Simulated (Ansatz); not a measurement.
The start is a generated cell, GaNi placed in the AFLOW prototype AB_oI4_44_a_b (as in GaAs). Cell shape, volume and atoms are optimised at zero target pressure with PBEsol (plane waves to 420 eV, PAW, scalar-relativistic; Ansatz, a first-principles code). The first steps use a coarse 15×15×15 k-mesh.

The start:
```
GaNi
1.0
   -2.18109     2.24029     1.19983
    2.18109    -2.24029     1.19983
    2.18109     2.24029    -1.19983
Ni Ga
1 1
Direct
  0.00000   0.00000   0.00000
  0.57500   0.07500   0.50000
```
Spin-polarised start, with parallel moments on Ni.

```json
{
 "initial_pressure": "+20.9 GPa (positive: the cell is compressed)",
 "largest_initial_force": "0.04 eV/Å, on Ni1, Ga2 (atoms numbered as listed)",
 "outcome": "The space group goes from Imm2 (No. 44) to Immm (No. 71), with 2 atoms in the primitive cell",
 "energy_released": "0.21 eV/atom",
 "volume_change": "+12.2 %, from 11.73 to 13.15 Å³/atom",
 "Shortest distances (start → end)": "The closest pairs of elements (up to four, under 3.6 Å), start → end: Ga–Ni 2.25 → 2.42 Å; Ni–Ni 2.40 → 2.63 Å; Ga–Ga 2.40 → 2.63 Å",
 "band_gap_at_the_end": "zero (metallic)",
 "moments_at_the_end": "zero (the starting moments vanished)",
 "optimiser_moves": "10"
}
```

Final structure:

Space group Immm (No. 71); a = 2.6294 Å, b = 4.0638 Å, c = 4.9228 Å, α = β = γ = 90.00°

```tsv
atom	site	symmetry	x	y	z
Ni	2a	mmm	0.0000	0.0000	0.0000
Ga	2c	mmm	0.0000	0.0000	0.5000
```
(The calculation used a cell of 2 atoms; values per cell refer to that cell.)

Final values are on a 18×18×18 k-mesh of the relaxed cell. No spin polarisation in the result: the starting moments vanished. A magnetic state may lie lower.

The run could not lose the symmetry of its start, so the end can be a saddle point.

The relaxed structure here is a generated cell of GaNi: the first start was made by placing the elements on the sites of a structure type, and the end was not matched to a known phase here, so it may be hypothetical.
